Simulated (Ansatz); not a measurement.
C (diamond), relaxed with PBE (Ansatz, an electronic-structure program, plane waves, PAW): a = b = c = 3.572 Å, α = β = γ = 90.00°.

| Property | Value |
|---|---|
| gap (eV) | 4.13 |
| B₀ by P(V) fit (GPa) | 432 |
| electron conductivity mass (mₑ) | 0.40 |

Question: The same phase is relaxed and computed with r²SCAN in the same code. What are the cell and these values now?

Answer: a = b = c = 3.560 Å, α = β = γ = 90.00°.

- gap (eV) = 4.36
- B₀ by P(V) fit (GPa) = 450
- electron conductivity mass (mₑ) = 0.38

All cells were relaxed under the symmetry of their starts (and spin orders); stability against distortions was not tested throughout.

Potentials: the later of the program's two PAW sets.

Ansatz is a plane-wave DFT program.
